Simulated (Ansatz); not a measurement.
Theory: DFT PBE, scalar-relativistic, plane waves, PAW, and for the lanthanide a 4f-in-core norm-conserving potential, in Ansatz. Settings: cutoff 770 eV, Γ-centred meshes spaced at most about 0.3 Å⁻¹, and about 0.25 Å⁻¹ or finer for metals (2π included), Gaussian smearing. No spin polarisation in the final relaxations.

All energies are static (0 K, no zero-point motion).

Two forms of Er3Se were relaxed alike.

A.

```xyz
4
Lattice="6.0749 0.0000 0.0000 -3.0374 5.2610 0.0000 0.0000 0.0000 3.3960" Properties=species:S:1:pos:R:3 pbc="T T T"
Er    3.0374    0.0000    0.0000
Er   -1.5187    2.6305    0.0000
Er    1.5187    2.6305    0.0000
Se    0.0000    0.0000    1.6980
```

B.

```xyz
4
Lattice="5.8418 0.0000 0.0000 -2.9209 5.0592 0.0000 0.0000 0.0000 5.3429" Properties=species:S:1:pos:R:3 pbc="T T T"
Er    0.0000    3.3728    2.6715
Er    2.9209    1.6864    2.6715
Er    0.0000    0.0000    2.6715
Se    0.0000    0.0000    0.0000
```

Question: Which would you expect to be lower, and how large is the difference?

Answer: A is lower, by 175 meV/atom. A has space group P6/mmm (No. 191), 27.1 Å³/atom and no gap on its mesh; B has space group P6/mmm (No. 191), 39.5 Å³/atom and no gap. Counting Er atoms around Se (those within 1.25 times the shortest such distance or 1.15 times the sum of covalent radii, 1.27 where that leaves under three), A has Se 12 and B has Se 2. The denser one is the lower, and pressure would at first widen the difference. Even the lower one lies +0.05 eV/atom against the reference forms of the elements (uncorrected), so neither is stable at this level. In A, around Er lie 4 Er at 3.04 Å, 2 Er at 3.40 Å and 4 Se at 3.48 Å; Se is surrounded by 2 Se at 3.40 Å and 12 Er at 3.48 Å. In B, around Er on a site of symmetry -6m2 lie 6 Er at 3.37 Å; around Er on a site of symmetry 6/mmm lie 2 Se at 2.67 Å and 6 Er at 3.37 Å; Se has 2 Er at 2.67 Å. Both come from invented guesses. A third cell relaxed alike, in P4/mmm, lies 0.74 eV/atom below the lower of the two.

In P6/mmm at 27.1 Å³/atom, P6/mmm at 39.5 Å³/atom an odd number of valence electrons (the lanthanide is held trivalent, its 4f shell in the core) allows no gap without spin; another valence of the lanthanide, a larger cell or a magnetic state could open one. A magnetic state wasn't ruled out in cells without spin, among them P6/mmm at 27.1 Å³/atom, P6/mmm at 39.5 Å³/atom. Cells relaxed within their symmetry can be saddle points.

The lanthanide is trivalent by construction, without f bands, f moments or other valences.
